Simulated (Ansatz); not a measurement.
Band table of SnTe (zincblende type)

```yaml
crystal:
  lattice:
    - [0.00000, 3.28392, 3.28392]
    - [3.28392, 0.00000, 3.28392]
    - [3.28392, 3.28392, 0.00000]
  atoms:
    - { symbol: Sn, position: [0.00000, 0.00000, 0.00000] }
    - { symbol: Te, position: [0.25000, 0.25000, 0.25000] }
```

The cell comes from a relaxation on PAW files under the same functional, begun from a prototype that needn't be the stable phase.

Computed with Ansatz 0.2.0; functional PBEsol, scalar-relativistic. Settings: a Γ-centred 12×12×12 k mesh, Fermi–Dirac smearing of 0.1 eV, no spin polarisation. Methods: LAPW: all electrons, basis error target 1 meV/atom.

This run: volume at 0.8 of the series' base cell.

Spin–orbit coupling is left out, which matters for the heavy atoms.

Path points, in fractions of the reciprocal vectors: Γ (0.000, 0.000, 0.000), X (-0.500, -0.500, 0.000), U (-0.375, -0.375, 0.250), K (-0.375, 0.000, 0.375), L (0.000, 0.000, 0.500), W (-0.500, -0.250, 0.250). The distance column jumps between branches of the path. Levels in eV from the Fermi level; bands 14 to 26, counted from the lowest band of the run. The gap is zero, the pressure 8.80 GPa.

```
# k(1/Å) point b14 b15 b16 b17 b18 b19 b20 b21 b22 b23 b24 b25 b26
0.000 Γ -21.87 -21.87 -21.87 -21.83 -21.83 -13.30 -4.24 -2.61 -2.61 -2.61 0.76 0.76 0.76
0.120 - -21.87 -21.87 -21.87 -21.83 -21.83 -13.27 -4.60 -2.72 -2.72 -2.26 0.63 0.93 0.93
0.239 - -21.88 -21.87 -21.87 -21.84 -21.83 -13.16 -5.29 -3.01 -3.01 -1.63 0.35 1.38 1.38
0.359 - -21.88 -21.87 -21.87 -21.84 -21.83 -12.98 -6.02 -3.35 -3.35 -1.07 0.08 2.01 2.01
0.478 - -21.88 -21.87 -21.87 -21.84 -21.83 -12.75 -6.74 -3.68 -3.68 -0.82 -0.05 2.72 2.72
0.598 - -21.88 -21.86 -21.86 -21.84 -21.83 -12.48 -7.39 -3.97 -3.97 -0.84 -0.12 3.47 3.47
0.717 - -21.89 -21.86 -21.86 -21.84 -21.83 -12.21 -7.94 -4.18 -4.18 -0.90 -0.27 4.21 4.21
0.837 - -21.89 -21.86 -21.86 -21.84 -21.83 -11.99 -8.32 -4.31 -4.31 -0.92 -0.45 4.83 4.83
0.957 X -21.89 -21.86 -21.86 -21.84 -21.83 -11.91 -8.46 -4.36 -4.36 -0.91 -0.53 5.09 5.09
0.999 - -21.89 -21.86 -21.86 -21.84 -21.83 -11.91 -8.46 -4.38 -4.35 -0.89 -0.51 5.03 5.06
1.041 - -21.89 -21.86 -21.86 -21.84 -21.83 -11.91 -8.46 -4.44 -4.34 -0.84 -0.43 4.89 4.98
1.083 - -21.89 -21.86 -21.86 -21.84 -21.83 -11.91 -8.45 -4.52 -4.32 -0.79 -0.27 4.69 4.86
1.126 - -21.89 -21.86 -21.86 -21.84 -21.83 -11.91 -8.44 -4.63 -4.29 -0.74 -0.04 4.47 4.69
1.168 - -21.89 -21.86 -21.86 -21.84 -21.83 -11.91 -8.43 -4.73 -4.25 -0.71 0.24 4.25 4.50
1.210 - -21.89 -21.86 -21.86 -21.84 -21.83 -11.91 -8.42 -4.83 -4.20 -0.68 0.56 4.03 4.30
1.253 - -21.89 -21.86 -21.86 -21.84 -21.83 -11.92 -8.40 -4.92 -4.15 -0.65 0.91 3.83 4.08
1.295 U -21.89 -21.86 -21.86 -21.84 -21.83 -11.94 -8.37 -4.99 -4.08 -0.63 1.25 3.64 3.85
1.881 K -21.89 -21.86 -21.86 -21.84 -21.83 -11.94 -8.37 -4.99 -4.08 -0.63 1.25 3.64 3.85
2.008 - -21.88 -21.86 -21.86 -21.84 -21.83 -12.03 -8.23 -5.05 -3.86 -0.59 2.04 3.18 3.18
2.134 - -21.88 -21.87 -21.86 -21.84 -21.83 -12.21 -7.95 -4.90 -3.60 -0.65 2.20 2.55 2.65
2.261 - -21.88 -21.87 -21.87 -21.84 -21.83 -12.45 -7.52 -4.58 -3.33 -0.84 1.92 2.01 2.36
2.388 - -21.88 -21.87 -21.87 -21.84 -21.83 -12.71 -6.93 -4.12 -3.08 -1.12 1.45 1.55 2.31
2.515 - -21.88 -21.87 -21.87 -21.84 -21.83 -12.95 -6.21 -3.60 -2.87 -1.47 1.07 1.20 2.02
2.642 - -21.87 -21.87 -21.87 -21.83 -21.83 -13.14 -5.41 -3.11 -2.72 -1.86 0.84 0.96 1.47
2.769 - -21.87 -21.87 -21.87 -21.83 -21.83 -13.26 -4.65 -2.74 -2.64 -2.32 0.76 0.81 0.96
2.895 Γ -21.87 -21.87 -21.87 -21.83 -21.83 -13.30 -4.24 -2.61 -2.61 -2.61 0.76 0.76 0.76
2.999 - -21.87 -21.87 -21.87 -21.83 -21.83 -13.27 -4.53 -2.65 -2.65 -2.43 0.80 0.83 0.83
3.103 - -21.87 -21.87 -21.87 -21.83 -21.83 -13.19 -5.13 -2.76 -2.76 -2.16 0.98 1.00 1.00
3.206 - -21.87 -21.87 -21.87 -21.83 -21.83 -13.06 -5.82 -2.90 -2.90 -2.03 1.22 1.22 1.39
3.310 - -21.88 -21.87 -21.87 -21.83 -21.83 -12.89 -6.49 -3.06 -3.06 -2.04 1.43 1.43 2.02
3.413 - -21.88 -21.87 -21.87 -21.83 -21.83 -12.70 -7.09 -3.19 -3.19 -2.12 1.58 1.58 2.78
3.517 - -21.88 -21.87 -21.87 -21.83 -21.83 -12.52 -7.58 -3.30 -3.30 -2.20 1.66 1.66 3.56
3.620 - -21.88 -21.87 -21.87 -21.83 -21.83 -12.38 -7.90 -3.36 -3.36 -2.26 1.70 1.70 4.13
3.724 L -21.88 -21.87 -21.87 -21.83 -21.83 -12.33 -8.02 -3.39 -3.39 -2.28 1.71 1.71 4.30
3.808 - -21.88 -21.87 -21.87 -21.83 -21.83 -12.32 -8.02 -3.62 -3.42 -2.02 1.66 1.78 4.25
3.893 - -21.88 -21.87 -21.87 -21.83 -21.83 -12.28 -8.04 -4.04 -3.51 -1.54 1.57 1.99 4.08
3.978 - -21.88 -21.87 -21.86 -21.84 -21.83 -12.21 -8.08 -4.42 -3.65 -1.04 1.48 2.33 3.79
4.062 - -21.88 -21.87 -21.86 -21.84 -21.83 -12.13 -8.14 -4.70 -3.85 -0.59 1.45 2.63 3.55
4.147 - -21.88 -21.87 -21.86 -21.84 -21.83 -12.05 -8.22 -4.87 -4.07 -0.19 1.49 2.56 3.55
4.231 - -21.88 -21.86 -21.86 -21.84 -21.83 -11.97 -8.31 -4.92 -4.30 0.15 1.59 2.27 3.42
4.316 - -21.89 -21.86 -21.86 -21.84 -21.83 -11.91 -8.38 -4.88 -4.53 0.41 1.68 2.03 3.18
4.400 W -21.89 -21.86 -21.86 -21.84 -21.83 -11.89 -8.40 -4.79 -4.67 0.52 1.68 1.98 3.06
4.460 - -21.89 -21.86 -21.86 -21.84 -21.83 -11.89 -8.41 -4.78 -4.66 0.44 1.33 2.35 3.16
4.520 - -21.89 -21.86 -21.86 -21.84 -21.83 -11.90 -8.41 -4.73 -4.63 0.24 0.90 2.85 3.41
4.580 - -21.89 -21.86 -21.86 -21.84 -21.83 -11.90 -8.42 -4.67 -4.58 -0.02 0.50 3.37 3.75
4.640 - -21.89 -21.86 -21.86 -21.84 -21.83 -11.90 -8.43 -4.59 -4.52 -0.29 0.16 3.87 4.12
4.699 - -21.89 -21.86 -21.86 -21.84 -21.83 -11.90 -8.45 -4.51 -4.46 -0.54 -0.13 4.34 4.49
4.759 - -21.89 -21.86 -21.86 -21.84 -21.83 -11.90 -8.45 -4.43 -4.41 -0.74 -0.35 4.73 4.80
4.819 - -21.89 -21.86 -21.86 -21.84 -21.83 -11.91 -8.46 -4.38 -4.37 -0.87 -0.49 5.00 5.01
4.879 X -21.89 -21.86 -21.86 -21.84 -21.83 -11.91 -8.46 -4.36 -4.36 -0.91 -0.53 5.09 5.09
```
